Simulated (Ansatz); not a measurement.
**How hard is it to compress?**

Bulk modulus and its pressure derivative give the pressure that a small compression needs; a soft, simple solid makes a sensitive pressure gauge, a stiff one a good anvil or seat.

The reference row is MgO. Hydrostatic compression by 3 % of the volume (V₀/V = 1.0309), no change of phase.

### Data

Methods, by column (Ansatz, a plane-wave PAW program): B₀, B₀′: r²SCAN, Birch–Murnaghan fit of energy against volume; volume per atom: r²SCAN, relaxed cell.

Working rules: linear estimate = B₀ × compression; P = (B₀/B₀′)[(V₀/V)^B₀′ − 1]; modulus under load = B₀ + B₀′P; relative pressure = P/P_ref.

```
crystal                     B₀ (GPa)  B₀′  V (Å³/atom)  linear estimate (GPa)  Murnaghan pressure (GPa)  modulus there (GPa)  pressure (relative)
--------------------------  --------  ---  -----------  ---------------------  ------------------------  -------------------  -------------------
YHg (CsCl type)                 73.0  4.6        25.42                    2.2                     2.385                 84.0                 0.44
VSi2 (P6₂22)                     187  4.4        12.49                    5.6                     6.089                  214                 1.12
YCu5 (P6/mmm, hP6)               123  4.6        14.54                    3.7                     4.018                  141                 0.74
MgO (rock salt), reference       167  4.1         9.29                    5.0                     5.413                  189                 1.00
```

Runs started from generated or typed cells of the structure named: MgO. Not checked to be the ambient phase: YHg (CsCl type); YCu5 (P6/mmm, hP6). Magnetic at some levels of our runs and not at others: VSi2. Run without spin polarisation: VSi2. Spin–orbit coupling is left out unless named.

### Worked example

The steps for YCu5 (P6/mmm, hP6):

linear estimate: 123 × 3/100 = 3.7 GPa; P = (123/4.6) × (1.0309^4.6 − 1) = 4.018 GPa; modulus there: 123 + 4.6 × 4.018 = 141 GPa; relative pressure: 4.018/5.413 = 0.74.

### Result

In order of relative pressure, highest first: VSi2 (1.12 ± 0.057), MgO (1.00 ± 0.050), YCu5 (P6/mmm, hP6) (0.74 ± 0.037), YHg (CsCl type) (0.44 ± 0.022). The ± follows from allowances picked for this note (B₀ 5 %, B₀′ 0.4), carried to first order and added in quadrature, each row's own inputs moving alone; ≈ joins neighbours closer than their two ± added in quadrature.

### Caveats

B₀′ is the least certain number of such a fit, often by half a unit. Where several phases of a formula are at hand, those over 0.1 eV/atom above the lowest were not drawn (by r²SCAN where it compared them, else by the largest value; a layered or molecular lowest phase counts only with a dispersion term); other phases could lie lower still. Values belong to the structures named, which need not be the stable ones; other polymorphs differ. The rows are a sample and no shortlist: familiar crystals first, some related and some not, whatever their agreement with measurement; tables with many equal figures were not kept. Limits of the draw: no layered crystals, B₀′ of 2 to 8; no unfamiliar magnets, and cubic perovskites only if shown or known to be stable. As a rule kept out of such tables: 4f compounds, open-shell compounds run without a Hubbard term, cells found unstable in the tests at hand, cells close to a higher symmetry, and runs set to a pressure or over 12 % in volume from the crystal's fullest run.
